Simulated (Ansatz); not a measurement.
A plane-wave DFT run in Ansatz 0.2.0 (scalar-relativistic PAW potentials unless the input names others): input and command.

```yaml
crystal:
  lattice:
    - [3.9001167304, 0.0, 0.0]
    - [0.0, 3.9001167304, 0.0]
    - [0.0, 0.0, 3.9001167304]
  atoms:
    - { symbol: Li, position: [0.0, 0.0, 0.0] }
    - { symbol: Mo, position: [0.0, 0.5, 0.5] }
    - { symbol: Mo, position: [0.5, 0.0, 0.5] }
    - { symbol: Mo, position: [0.5, 0.5, 0.0] }
basis:
  ecutwfc: 420
kpoints:
  mp_grid: { grid: [12, 12, 12] }
hamiltonian:
  xc: pbe
scf:
  occupations: { method: gaussian, width: 0.1 }
  max_iter: many
output:
  forces: true
  eigenvalues: true
  stress: true
```

```bash
ansatz run input.yaml --threads 1 --pin off --max-ram 2560MiB --backend cpu --events-out ev --progress --plain --runs-dir out
```

Task: What will the program do with this input?

Result: The program refuses it, because of a value of the wrong type (scf.max_iter: not typed → "many"). Without that key it is accepted.

Abridged log:
```
Error: YAML parse error: error: line 19 column 13: invalid u64
  --> <input>:19:13
   |
17 | scf:
18 |   occupations: { method: gaussian, width: 0.1 }
19 |   max_iter: many
   |             ^ invalid u64
20 | output:
21 |   forces: true
   |
```